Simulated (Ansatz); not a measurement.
The cell below belongs to a search over invented structures; it isn't taken from experiment.

Input and command of a plane-wave DFT calculation in Ansatz:

```yaml
crystal:
  lattice:
    - [4.53209601, 0.0, 0.0]
    - [-2.266048, 3.92491028, 0.0]
    - [0.0, 0.0, 8.36909796]
  atoms:
    - { symbol: Sm, position: [0.0, 0.0, 0.5] }
    - { symbol: Ta, position: [0.32203324, 0.0, 0.0] }
    - { symbol: Ta, position: [0.0, 0.32203324, 0.0] }
    - { symbol: Ta, position: [0.67796676, 0.67796676, 0.0] }
    - { symbol: Cl, position: [0.0, 0.0, 0.15040511] }
    - { symbol: Cl, position: [0.0, 0.0, 0.84959489] }
basis:
  ecutwfc: 690
kpoints:
  mp_grid: { grid: [4, 4, 2] }
hamiltonian:
  xc: pbe
  pseudopotentials:
    kind: paw
    azcp: { Sm: "pseudopotentials/pbe/nc/lanthanide_3plus/Sm.nc.azcp" }
scf:
  occupations: { method: gaussian, width: 0.2 }
  lower_state_search: "off"
output:
  forces: true
  stress: true
  eigenvalues: true
relax:
  adjacent_minimum: "off"
  f_tol: 0.08
  max_steps: 16
  cell: { stress_tol: 0.8 }
```

```bash
ansatz run input.yaml --threads 1 --pin off --max-ram 2816MiB --backend cpu --events-out ev --progress --plain --runs-dir out
```

Processor: Arm Neoverse V1, 1 thread, on a host shared with other jobs.

How long does it run, and how much memory does it take?

About 68 s, peak memory 0.55 GiB. It solves 39 bands at 8 k points (after reduction by symmetry) with about 8075 plane waves (on the last cell), in 54 SCF iterations over 7 ionic steps.

With its 4f electrons in the core of a norm-conserving potential, the lanthanide is trivalent by construction, without f bands, f moments or other valences.
